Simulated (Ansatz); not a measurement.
MgF2 (rutile, P4_2/mnm), PBE in the plane-wave PAW code Ansatz. The conduction-band minimum lies at Γ, with 1 equivalent valley. Second derivatives d²E/dk² of the lowest band at one valley (eV·Å²), along Cartesian directions:

```json
[
 {"direction": "[100]", "d²E/dk²": "14.20"},
 {"direction": "[010]", "d²E/dk²": "14.20"},
 {"direction": "[001]", "d²E/dk²": "14.89"},
 {"direction": "[110]", "d²E/dk²": "14.20"},
 {"direction": "[101]", "d²E/dk²": "14.54"},
 {"direction": "[011]", "d²E/dk²": "14.54"}
]
```

Problem. Find the principal effective masses, the density-of-states mass and the conductivity mass.

Solution. Off-diagonal terms follow from H_xy = H[110] − (H_xx + H_yy)/2, and m*/mₑ = 7.620 eV·Å² over each eigenvalue: 0.51, 0.54, 0.54. One valley's DOS mass (m₁m₂m₃)^(1/3) = 0.53, conductivity mass 3/(Σ 1/mᵢ) = 0.53 mₑ.

Problem. What effective density of states Nc follows at 300 K for parabolic valleys?

Solution. Nc = 2.509e19 × 1 × (0.53)^(3/2) ≈ 9.7e18 cm⁻³.

Symmetry was held in the PBE relaxation.

Potentials: the earlier of the program's two PAW sets.

Edges and masses are those of Kohn–Sham bands, whose gap is no quasiparticle gap.
